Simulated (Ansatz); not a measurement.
Ti₅Si₃ (space group P6_3/mcm)

```yaml
crystal:
  lattice:
    - [7.40354, 0.00000, 0.00000]
    - [-3.70177, 6.41165, 0.00000]
    - [0.00000, 0.00000, 5.06894]
  atoms:
    - { symbol: Ti, position: [0.33333, 0.66667, 0.00000] }
    - { symbol: Ti, position: [0.66667, 0.33333, 0.00000] }
    - { symbol: Ti, position: [0.66667, 0.33333, 0.50000] }
    - { symbol: Ti, position: [0.33333, 0.66667, 0.50000] }
    - { symbol: Ti, position: [0.24960, 0.00000, 0.25000] }
    - { symbol: Ti, position: [0.75040, 0.00000, 0.75000] }
    - { symbol: Ti, position: [0.24960, 0.24960, 0.75000] }
    - { symbol: Ti, position: [0.75040, 0.75040, 0.25000] }
    - { symbol: Ti, position: [0.00000, 0.24960, 0.25000] }
    - { symbol: Ti, position: [0.00000, 0.75040, 0.75000] }
    - { symbol: Si, position: [0.60762, 0.00000, 0.25000] }
    - { symbol: Si, position: [0.39238, 0.00000, 0.75000] }
    - { symbol: Si, position: [0.60762, 0.60762, 0.75000] }
    - { symbol: Si, position: [0.39238, 0.39238, 0.25000] }
    - { symbol: Si, position: [0.00000, 0.60762, 0.25000] }
    - { symbol: Si, position: [0.00000, 0.39238, 0.75000] }
```

The slice is a (-1 2 -1 0) plane (indices of the conventional cell) through the point (0.608, 0.608, 0.750) (fractional), spanned by u = [001] and v = [210] in vectors of this cell: u (5.07 Å) and v (12.82 Å, at 90° to u). It covers one period; positions are fractions (u, v).

The numbers are results of PBEsol (plane waves to 420 eV, PAW, scalar-relativistic; Ansatz, a first-principles code), not measurements. k mesh 6×6×8. Inside the PAW spheres the values are not all-electron values, and peaks at nuclei hang on which shells count as valence. Ti5Si3 is run without spin polarisation. Ti5Si3 was relaxed with its symmetry unable to fall.

Predict the map of the electron localisation function (ELF) on the slice.


```
v \ u  0.00  0.18  0.36  0.55  0.73  0.91
-----  ----  ----  ----  ----  ----  ----
0.96      x  0.62  0.46  0.59  0.44  0.46
0.86   0.40  0.29  0.67  0.78  0.41  0.35
0.75   0.69  0.69  0.13  0.36  0.35  0.73
0.64   0.69  0.69  0.13  0.37  0.35  0.73
0.54   0.40  0.29  0.67  0.78  0.41  0.35
0.43      x  0.62  0.47  0.60  0.44  0.46
0.32   0.69  0.69  0.29  0.65  0.23  0.75
0.21      x  0.11  0.53  0.52  0.31  0.62
0.11   0.24  0.43  0.15  0.48  0.23  0.31
0.00      x  0.64  0.13  0.11  0.41     x
```

Values: electron localisation function (ELF). Points within 0.5 Å of a nucleus are blanked (x), as the pseudised field means little there.
